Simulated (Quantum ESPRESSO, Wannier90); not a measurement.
# Wannier functions of SnO (Pmn2₁)

```
begin unit_cell_cart
ang
    3.3550000000    0.0000000000    0.0000000000
    0.0000000000    5.6741000000    0.0000000000
    0.0000000000    0.0000000000    4.2219700000
end unit_cell_cart
begin atoms_frac
Sn   0.0000000000  0.2319100000 -0.4868600000
Sn   0.5000000000 -0.2319100000  0.0131400000
O    0.0000000000 -0.1087500000 -0.2631400000
O    0.5000000000  0.1087500000  0.2368600000
end atoms_frac
```

Materials Project entry mp-545552; symmetrised, unrelaxed at this level. Not found in the COD (Crystallography Open Database) copy used, which has the formula in other groups; not checked further. Level: PBEsol, no spin polarisation, no spin-orbit coupling; pw.x of Quantum ESPRESSO at 68 Ry with PseudoDojo potentials, 10×6×8 k-points, Wannier90. Density: 10×6×8 mesh, cold smearing 0.01 Ry. The cell is built of weakly bound layers, chains or molecules, whose nearest atoms lie 3.86 Å apart. Database cells relaxed without dispersion often hold them too far apart, which can enlarge gaps and weakens couplings between them; spacing and stacking were not compared with the measured crystal. Spin-orbit coupling is left out although heavy elements are present.

Bands 1-10 form an isolated set from -21.14 to -20.56 eV relative to the valence-band maximum (on the path) and are turned into 10 Wannier functions by minimising the spread from the start: atomic waves Sn 4d.

Centres (Cartesian, Å; one of the equivalent choices) and spreads:

```tsv
n	x	y	z	spread (Å²)	nearest atom
1	0.000	1.306	-2.058	0.440	Sn1
2	0.000	1.288	-2.110	0.589	Sn1
3	0.000	1.266	-2.044	0.533	Sn1
4	0.000	1.267	-2.056	0.562	Sn1
5	0.000	1.291	-2.073	0.499	Sn1
6	1.677	-1.306	0.053	0.440	Sn2
7	1.677	-1.288	0.001	0.589	Sn2
8	1.677	-1.266	0.067	0.533	Sn2
9	1.677	-1.267	0.055	0.562	Sn2
10	1.677	-1.291	0.038	0.499	Sn2
```

Ω_I = 5.19 Å², Ω_total = 5.25 Å²; the interpolated bands follow pw.x to 0.0 meV rms on the path. Only this start was tried; a symmetric start can stop on a saddle, and mixtures of these functions could lower the total by at most Ω_total − Ω_I.
